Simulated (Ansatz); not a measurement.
ZnS:
```
CELL_PARAMETERS angstrom
      3.59901     0.00000     0.00000
     -1.79950     3.11683     0.00000
      0.00000     0.00000     5.90006
ATOMIC_POSITIONS crystal
  Zn 0.00000 0.00000 0.00000
  Zn 0.00000 0.00000 0.50000
  S  0.33333 0.66667 0.25000
  S  0.66667 0.33333 0.75000
```

Relaxed with HSE06. Special points in fractions of this cell's reciprocal vectors: Γ (0.000, 0.000, 0.000); M (0.500, 0.000, 0.000); K (0.333, 0.333, 0.000); A (0.000, 0.000, 0.500); L (0.500, 0.000, 0.500); H (0.333, 0.333, 0.500).

### Question
List the band energies nearest the valence-band maximum at these points for DFT-HSE06 in the program Ansatz with PAW potentials.

### Answer
In eV from the valence-band maximum; about four levels below and three above (degenerate sets whole), none deeper than 8.9 eV; points with the same levels are listed once.

```tsv
k	below	above
Γ	-0.67 -0.67 -0.55 -0.15 -0.15	2.72 4.68 7.87 7.87
M	-3.96 -2.66 -2.04 -0.15	3.59 4.49 5.10
K	-3.10 -3.10 -2.63 -2.63	1.48 7.45 8.69 8.69
A	-0.37 -0.37 -0.37 -0.37	4.81 4.81 8.03 8.03 8.03 8.03
L	-1.65 -1.65 -1.59 -1.59	3.17 3.17 6.53 6.53
H	-4.54 -4.54 -0.45 -0.45	4.97 4.97 5.54 5.54
```

Space group P6_3/mmc (NiAs type). A made-up cell: these elements were put on the sites of a structure type; neither database checked (COD, Materials Project) lists it. It is not the phase usual at ambient conditions (space group No. 186, 216). Symmetry was held in the HSE06 relaxation; whether a distortion lowers the energy is not shown. The hybrid was solved on a coarse mesh, the path and, where they were found, the r²SCAN edge points; its band edges are the extreme levels among these.

Potentials: the later of the program's two PAW sets.
